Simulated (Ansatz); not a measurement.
# ZnCl2: computed property card

ZnCl2:
```
CELL_PARAMETERS angstrom
      3.59147     0.00000     0.00000
      0.00000     3.59147     0.00000
      0.00000     0.00000    10.27886
ATOMIC_POSITIONS crystal
  Zn 0.00000 0.00000 0.00000
  Zn 0.50000 0.50000 0.50000
  Cl 0.50000 0.00000 0.13061
  Cl 0.50000 0.00000 0.63061
  Cl 0.00000 0.50000 0.36939
  Cl 0.00000 0.50000 0.86939
```

Space group P4_2/nmc (No. 137); conventional cell a = b = 3.5915 Å, c = 10.2789 Å, α = β = γ = 90.00°.

Method: the program Ansatz at the LDA level (PAW). The cell and atoms are relaxed at this level. Other levels are named where they apply.

Cell and energy:

| Quantity | Result |
|---|---|
| Volume per atom | 22.10 Å³ |
| Density | 3.41 g/cm³ |
| Formation energy from the elements (no fitted shifts) | -1.11 eV/atom |

Electronic structure:

| Quantity | Result |
|---|---|
| Band gap | 3.65 eV (direct) |
| Valence-band maximum | at Γ |
| Conduction-band minimum | at Γ |
| Electron effective mass | 0.33, 0.33, 0.36 mₑ (principal values) |
| Hole effective mass, band 1 of 2 at the edge | 11 along x, 1.8 along z (mₑ) |
| Hole effective mass, band 2 of 2 at the edge | 0.39 along x, 1.8 along z (mₑ) |
| HSE06 gap on the LDA cell | 5.54 eV |

Mechanics:

| Quantity | Result |
|---|---|
| Bulk modulus (Birch–Murnaghan fit) | 20.2 GPa |
| Pressure derivative B′ | 10.9 |
| Elastic constants (relaxed ions, GPa) | C11 = 67.3, C12 = 4.4, C13 = 15.4, C33 = 22.1, C44 = 10.7, C66 = 4.8 |
| Mechanical stability | stable (all eigenvalues of C positive) |
| Hill bulk and shear moduli | 22.9 and 11.1 GPa |
| Young's modulus | 28.6 GPa |
| Poisson's ratio | 0.29 |
| Debye temperature from the elastic constants | 213 K |

Dielectric response:

| Property | Result |
|---|---|
| Electronic dielectric constant ε∞ (DFPT) | 3.51 (xx = yy), 3.27 (zz) |
| Born charges (a third of the trace) | Zn +1.92, Cl -0.96 e |

Charges:

| Quantity | Value |
|---|---|
| Bader charges | Zn +1.04, Cl -0.52 e |

The workflow started from a Materials Project entry (that database holds measured and hypothetical structures alike); the Crystallography Open Database files this formula in space group No. 137, but the cells were not matched. Whether it is the stable phase at ambient conditions was not checked. Symmetry was held in the LDA relaxation; its stability against distortions is not shown here. A crystal of weakly bound layers computed without a dispersion correction: the cell and the soft elastic constants depend strongly on that. The references are the lowest solids computed at this level, not always the standard phases (solids in place of the gases).

Potentials: the later of the program's two PAW sets.
